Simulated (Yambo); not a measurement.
Yambo input for KF (rock salt, space group Fm-3m, No. 225) under isotropic strain of +1 % on all lattice vectors (a = b = c = 3.7865 Å, α = β = γ = 60.00°), on PBEsol (pw.x of Quantum ESPRESSO, ONCV potentials, no spin-orbit coupling) wavefunctions on a 16×16×16 mesh:

```
optics
chi
dipoles
kernel
FFTGvecs= 40 Ry
Chimod= "HARTREE"
NGsBlkXd= 4 Ry
% QpntsRXd
 1 | 1 |
%
% BndsRnXd
 1 | 27 |
%
GrFnTpXd= "R"
% EnRngeXd
 0.0 | 20.0 | eV
%
% DmRngeXd
 0.2 | 0.2 | eV
%
CGrdSpXd= 50
ETStpsXd= 161
% LongDrXd
 1.0 | 0.0 | 0.0 |
%
```

First lines of the file o-*.eps_q1_inv_rpa_dyson:

```
Absorption @ Q(1):   1.00000000     0.00000000     0.00000000    [q->0 direction]
#
# [ X ] Hartree size     :   51
# [GEN] GF Energies     : Perdew, Burke & Ernzerhof SOL(X)+Perdew, Burke & Ernzerhof SOL(C)
# [GEN] Green`s Function     : Retarded
#
# [GEN] Gauge     : Length
# [GEN] [r,Vnl] included     : yes
#
#    E[1] [eV]     Im(eps)     Re(eps)     Im(eps_o)     Re(eps_o)
#
     0.000000     -0.398126E-7     1.907479     0.47867E-18     2.094084
     0.125000     0.292411E-3     1.907570     0.341566E-3     2.094191
     0.250000     0.585486E-3     1.907844     0.683829E-3     2.094510
     0.375000     0.879813E-3     1.908301     0.001027     2.095044
     0.500000     0.001176     1.908942     0.001373     2.095793
     0.625000     0.001475     1.909769     0.001722     2.096758
     0.750000     0.001777     1.910783     0.002074     2.097942
     0.875000     0.002083     1.911986     0.002431     2.099347
     1.000000     0.002393     1.913382     0.002792     2.100976
     1.125000     0.002709     1.914973     0.003160     2.102832
     1.250000     0.003031     1.916763     0.003535     2.104920
     1.375000     0.003360     1.918756     0.003917     2.107244
     1.500000     0.003697     1.920956     0.004308     2.109809
     1.625000     0.004043     1.923369     0.004709     2.112621
     1.750000     0.004399     1.926001     0.005121     2.115686
     1.875000     0.004765     1.928858     0.005546     2.119012
     2.000000     0.005144     1.931947     0.005984     2.122606
     2.125000     0.005537     1.935277     0.006437     2.126479
     2.250000     0.005945     1.938856     0.006907     2.130639
     2.375000     0.006369     1.942694     0.007396     2.135097
     2.500000     0.006813     1.946802     0.007905     2.139866
     2.625000     0.007276     1.951192     0.008437     2.144959
     2.750000     0.007763     1.955877     0.008995     2.150391
     2.875000     0.008275     1.960873     0.009581     2.156178
     3.000000     0.008816     1.966197     0.010198     2.162340
     3.125000     0.009388     1.971865     0.010850     2.168895
     3.250000     0.009996     1.977901     0.011542     2.175869
     3.375000     0.010644     1.984326     0.012278     2.183285
     3.500000     0.011337     1.991166     0.013064     2.191173
     3.625000     0.012082     1.998452     0.013907     2.199566
     3.750000     0.012885     2.006218     0.014814     2.208500
     3.875000     0.013756     2.014501     0.015795     2.218019
     4.000000     0.014705     2.023345     0.016862     2.228171
```
(The file goes on to the top of the energy range.) Convergence of the RPA response with its 16×16×16 mesh was not tested.

Geometry strained from the cell relaxed with PBEsol, atoms relaxed again.
